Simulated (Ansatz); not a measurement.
TaAl:
Space group P4/mmm (No. 123); a = b = 2.835 Å, c = 4.185 Å, α = β = γ = 90.00°

| atom | site | symmetry | x | y | z |
|---|---|---|---|---|---|
| Ta | 1a | 4/mmm | 0.0000 | 0.0000 | 0.0000 |
| Al | 1d | 4/mmm | 0.5000 | 0.5000 | 0.5000 |

Relaxed with PBE.

Question: Which orbitals make up the states near the Fermi level in DFT-PBE in the program Ansatz with PAW potentials?

Answer: Within 0.5 eV of the Fermi level: Ta 5d 74 %, Al 3p 14 %, Ta 6s 7 %. Projections are on Löwdin-orthogonalised atomic valence shells; empty p or d shells of many metals are not among them.

Question: Tabulate the density of states.

Answer: States/eV per cell of 2 atoms, in 0.25 eV bins, energy from the Fermi level.

| E (eV) | total | Ta 5d | Al 3p | Al 3s |
|---|---|---|---|---|
| -7.85 | 0.37 | 0.03 | 0.11 | 0.15 |
| -7.60 | 0.39 | 0.04 | 0.13 | 0.15 |
| -7.35 | 0.41 | 0.05 | 0.14 | 0.14 |
| -7.10 | 0.42 | 0.07 | 0.15 | 0.14 |
| -6.85 | 0.46 | 0.09 | 0.16 | 0.14 |
| -6.60 | 0.50 | 0.11 | 0.17 | 0.15 |
| -6.35 | 0.55 | 0.14 | 0.18 | 0.16 |
| -6.10 | 0.65 | 0.21 | 0.18 | 0.19 |
| -5.85 | 0.65 | 0.21 | 0.19 | 0.17 |
| -5.60 | 0.59 | 0.19 | 0.19 | 0.14 |
| -5.35 | 0.53 | 0.17 | 0.17 | 0.11 |
| -5.10 | 0.54 | 0.19 | 0.17 | 0.11 |
| -4.85 | 0.80 | 0.37 | 0.19 | 0.16 |
| -4.60 | 0.75 | 0.34 | 0.20 | 0.13 |
| -4.35 | 0.69 | 0.29 | 0.22 | 0.08 |
| -4.10 | 0.72 | 0.27 | 0.25 | 0.06 |
| -3.85 | 0.89 | 0.39 | 0.31 | 0.06 |
| -3.60 | 1.16 | 0.57 | 0.39 | 0.06 |
| -3.35 | 1.48 | 0.76 | 0.54 | 0.04 |
| -3.10 | 1.37 | 0.78 | 0.47 | 0.04 |
| -2.85 | 1.38 | 0.82 | 0.45 | 0.04 |
| -2.60 | 1.49 | 0.85 | 0.52 | 0.05 |
| -2.35 | 1.63 | 0.94 | 0.55 | 0.06 |
| -2.10 | 1.51 | 1.00 | 0.39 | 0.05 |
| -1.85 | 1.57 | 1.17 | 0.29 | 0.04 |
| -1.60 | 1.67 | 1.23 | 0.34 | 0.03 |
| -1.35 | 1.54 | 1.09 | 0.35 | 0.02 |
| -1.10 | 1.55 | 1.13 | 0.31 | 0.01 |
| -0.85 | 1.30 | 0.95 | 0.24 | 0.01 |
| -0.60 | 1.24 | 0.88 | 0.23 | 0.02 |
| -0.35 | 1.03 | 0.74 | 0.15 | 0.01 |
| -0.10 | 0.62 | 0.44 | 0.09 | 0.01 |
| 0.15 | 0.87 | 0.65 | 0.11 | 0.01 |
| 0.40 | 1.03 | 0.79 | 0.14 | 0.01 |
| 0.65 | 1.21 | 0.93 | 0.15 | 0.01 |
| 0.90 | 1.53 | 1.18 | 0.17 | 0.02 |
| 1.15 | 1.35 | 1.01 | 0.17 | 0.04 |
| 1.40 | 1.49 | 1.09 | 0.19 | 0.05 |
| 1.65 | 1.65 | 1.22 | 0.21 | 0.06 |
| 1.90 | 1.87 | 1.40 | 0.23 | 0.08 |
| 2.15 | 1.96 | 1.47 | 0.25 | 0.08 |
| 2.40 | 1.61 | 1.21 | 0.21 | 0.05 |
| 2.65 | 1.41 | 1.05 | 0.18 | 0.05 |
| 2.90 | 1.35 | 0.99 | 0.18 | 0.06 |
| 3.15 | 1.23 | 0.86 | 0.17 | 0.07 |
| 3.40 | 1.10 | 0.67 | 0.17 | 0.12 |
| 3.65 | 1.01 | 0.52 | 0.19 | 0.14 |
| 3.90 | 1.07 | 0.51 | 0.21 | 0.16 |
| 4.15 | 1.07 | 0.48 | 0.22 | 0.18 |
| 4.40 | 1.12 | 0.47 | 0.22 | 0.22 |
| 4.65 | 1.54 | 0.58 | 0.26 | 0.38 |

The start of the workflow was typed in or built on a structure type; neither database checked (COD, Materials Project) lists it. Its standing as an ambient phase is unchecked. The PBE relaxation kept the symmetry of its start; its stability against distortions is not shown here. No spin polarisation was allowed. Axis ratios of metals converge slowly with the k-mesh, so a and c are less sure than the volume. Scalar-relativistic: spin–orbit coupling is off unless named, which matters more the heavier the elements.

Potentials: the later of the program's two PAW sets.
